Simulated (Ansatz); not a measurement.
Given:

AlCu3:
```cif
data_AlCu3
_chemical_formula_sum 'Al1 Cu3'
_space_group_name_H-M_alt 'Pm-3m'
_space_group_IT_number 221
_space_group_name_Hall '-P 4 2 3'
_cell_length_a 3.63255
_cell_length_b 3.63255
_cell_length_c 3.63255
_cell_angle_alpha 90.000
_cell_angle_beta 90.000
_cell_angle_gamma 90.000
loop_
_atom_site_label
_atom_site_type_symbol
_atom_site_symmetry_multiplicity
_atom_site_Wyckoff_symbol
_atom_site_fract_x
_atom_site_fract_y
_atom_site_fract_z
_atom_site_occupancy
Al1 Al 1 a 0.00000 0.00000 0.00000 1
Cu1 Cu 3 c 0.00000 0.50000 0.50000 1
```

This is the PBEsol-relaxed structure.

Question: All from the program Ansatz at the PBEsol level (PAW), unless another level is named. Give the density of states at the Fermi level.

Answer: 0.31 states/eV per atom (mean over ±0.08 eV).

Question: And the formation energy from the elements (no fitted shifts)?

Answer: -0.19 eV/atom.

The first step of the workflow began from a Materials Project structure, measured or hypothetical; the Crystallography Open Database copy checked does not list it. With Al and Cu taken as one species the cell has the higher symmetry Fm-3m, so it may be an ordered model of a mixed-site phase. Its standing as an ambient phase is unchecked. The PBEsol relaxation kept the symmetry of its start; of distortions, only those at the zone centre were tested. No spin polarisation was allowed. The references are the lowest solids computed at this level, not always the standard phases.

Potentials: the later of the program's two PAW sets.
